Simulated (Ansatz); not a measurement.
Ba₂Hg:
```xyz
3
Lattice="-2.1105 2.1105 7.6970 2.1105 -2.1105 7.6970 2.1105 2.1105 -7.6970" Properties=species:S:1:pos:R:3 pbc="T T T"
Ba     0.0000     0.0000     5.7478
Ba     0.0000     0.0000     9.6463
Hg     0.0000     0.0000     0.0000
```

Relaxed with r²SCAN.

Q: Give the Bader charges and basin volumes of the independent atoms, DFT-r²SCAN in the program Ansatz with PAW potentials.

A: 

| atom | Bader charge (e) | Bader volume (Å³) |
|---|---|---|
| Ba1 | +0.82 | 42.7 |
| Hg3 | -1.65 | 51.8 |

Space group I4/mmm (MoSi2 or CaC2 type). The workflow started from an entry of the Crystallography Open Database (COD). Whether it is the stable phase at ambient conditions was not checked. The r²SCAN relaxation kept the symmetry of its start; its stability against distortions is not shown here. Scalar-relativistic: spin–orbit coupling is off unless named, which matters more the heavier the elements.

Potentials: the later of the program's two PAW sets.
